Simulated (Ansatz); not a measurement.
GeSe in space group P4_2/mmc (No. 131; Ge on 2c, Se on 2e) at seven volumes, plane-wave PAW PBE (Ansatz code), shape and atoms relaxed at each. One row is withheld.

```
V (Å³/atom)  P (GPa)
-----------  -------
23.864             ?
24.651          2.08
25.438          0.87
26.224          0.00
27.011         -0.60
27.798         -1.31
28.584         -1.91
```

Fit the shown pressures and predict the withheld one.

P = (3/2)B₀(x^(7/2) − x^(5/2))[1 + (3/4)(B′ − 4)(x − 1)] with x = (V₀/V)^(2/3). Least squares on the six rows gives V₀ = 26.271 Å³/atom, B₀ = 27.2 GPa, B′ = 4.99. At V = 23.864, x = 1.0662 and P = 3.32 GPa. The run itself gave 3.50 GPa.

The cell is a constructed one: a structure type filled with these elements; neither database checked (COD, Materials Project) lists it. It is not the phase usual at ambient conditions (space group No. 62). Symmetry was held in the PBE relaxation; its stability against distortions is not shown here.

Potentials: the later of the program's two PAW sets.
